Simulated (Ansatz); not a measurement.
Relaxed-ion elastic tensor of MnO2 in space group Fd-3m (No. 227; Mn on 16d, O on 32e) in GPa (Voigt order), DFT-r²SCAN in the program Ansatz with PAW potentials; density 4.46 g/cm³, 10.80 Å³ per atom.

|  | 1 | 2 | 3 | 4 | 5 | 6 |
|---|---|---|---|---|---|---|
| 1 | 193 | 81.5 | 81.5 | 0.0 | 0.0 | 0.0 |
| 2 | 81.5 | 193 | 81.5 | 0.0 | 0.0 | 0.0 |
| 3 | 81.5 | 81.5 | 193 | 0.0 | 0.0 | 0.0 |
| 4 | 0.0 | 0.0 | 0.0 | 98.3 | 0.0 | 0.0 |
| 5 | 0.0 | 0.0 | 0.0 | 0.0 | 98.3 | 0.0 |
| 6 | 0.0 | 0.0 | 0.0 | 0.0 | 0.0 | 98.3 |

**Question.** Is the crystal mechanically stable?

**Answer.** Yes: the smallest eigenvalue of C is 98.3 GPa.

**Question.** Work out the Voigt, Reuss and Hill averages.

**Answer.** K_V = 119, K_R = 119, K_H = 119; G_V = 81.2, G_R = 75.2, G_H = 78.2 GPa.

**Question.** Give Young's modulus, Poisson's ratio, Pugh's ratio and the universal anisotropy index.

**Answer.** E = 9KG/(3K + G) = 192 GPa; ν = 0.23; K/G = 1.52 (brittle by the Pugh limit of 1.75); A_U = 5G_V/G_R + K_V/K_R − 6 = 0.40.

**Question.** Estimate the sound speeds and the Debye temperature.

**Answer.** v_l = √((K + 4G/3)/ρ) = 7070 m/s, v_t = √(G/ρ) = 4190 m/s, mean 4640 m/s; Θ = (h/k)(3n/4πV)^(1/3) v_m = 625 K.

**Question.** Give the Zener ratio and Young's modulus along [100], [110] and [111].

**Answer.** A = 2C44/(C11 − C12) = 1.77; 1/E = S11 − 2(S11 − S12 − S44/2)Γ with Γ = 0, 1/4, 1/3 gives 144, 201, 231 GPa.

**Question.** Solve the Christoffel equation for the three sound speeds along [100], [110], [111].

**Answer.** Eigenvalues of C_ijkl n_j n_l equal ρv². In km/s, slowest first: [100] 4.70, 4.70, 6.58; [110] 3.53, 4.70, 7.27; [111] 3.96, 3.96, 7.48.

The first step of the workflow began from a Materials Project structure, measured or hypothetical; the Crystallography Open Database copy checked does not list it. It is not the phase usual at ambient conditions (space group No. 136). Symmetry was held in the r²SCAN relaxation; its stability against distortions is not shown here. The final state is ferromagnetic, chosen from 2 collinear starts compared on coarse meshes (ties went to the first, and starts can fall back to one state), not a proven ground state. Other orbital occupations within this spin state were not tried. No Hubbard U is applied.

Potentials: the later of the program's two PAW sets.
